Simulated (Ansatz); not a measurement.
BaCuSF:
```yaml
crystal:
  lattice:
    - [4.09288, 0.00000, 0.00000]
    - [0.00000, 4.09288, 0.00000]
    - [0.00000, 0.00000, 9.06911]
  atoms:
    - { symbol: Ba, position: [0.00000, 0.50000, 0.82094] }
    - { symbol: Ba, position: [0.50000, 0.00000, 0.17906] }
    - { symbol: Cu, position: [0.50000, 0.50000, 0.50000] }
    - { symbol: Cu, position: [0.00000, 0.00000, 0.50000] }
    - { symbol: S, position: [0.00000, 0.50000, 0.35676] }
    - { symbol: S, position: [0.50000, 0.00000, 0.64324] }
    - { symbol: F, position: [0.50000, 0.50000, 0.00000] }
    - { symbol: F, position: [0.00000, 0.00000, 0.00000] }
```

Relaxed with r²SCAN.

### Question
Map the electron localisation function on the plane through (0.000, 0.500, 0.821) spanned by u = [1, 0, 0] and v = [0, 0, 1] in lattice vectors, from DFT-r²SCAN in the program Ansatz with PAW potentials.

### Answer
x is the fraction of u, y of v (the angle between them is 90°; rows are the nearest grid lines); atoms in the plane: Ba at (0.00, 0.00), Cu at (0.50, 0.68), S at (0.00, 0.54), F at (0.50, 0.18).
```
|001899720000027998100|
|248999610000016999842|
|999997300000003799999|
|988631000000000136889|
|100000111111111000001|
|000011221111122110000|
|000111221111122111000|
|332211112575211112233|
|887631112464211136788|
|778985211111112589877|
|126997411111114799621|
|003899742111247998300|
|889998742101247899988|
|999986410000014689999|
|999874200000002478999|
|554210000000000012455|
|000000012333210000000|
|000013578888875310000|
|000014789888987410000|
|100004898656898400001|
|987410378989873014789|
|999984113565311489999|
|348997200121002799843|
|001899720000027998100|
```
Scale: ten equal steps from 0.000 (start of '0') to 0.887 (end of '9'), in the order '0123456789'; x runs from 0.000 to 1.00, y from 0.000 (bottom) to 1.00 (top).

The density is the valence pseudo-density with augmentation charge, so density and ELF within about 1 Å of a nucleus are not all-electron values.

Space group P4/nmm. The workflow started from a Materials Project entry (that database holds measured and hypothetical structures alike); the Crystallography Open Database copy checked does not list it. Whether it is the stable phase at ambient conditions was not checked. The r²SCAN relaxation kept the symmetry of its start; phonons on a q-mesh show no instability. The run is not spin-polarised. No Hubbard U is applied. Scalar-relativistic: spin–orbit coupling is off unless named, which matters more the heavier the elements.

Potentials: the earlier of the program's two PAW sets.
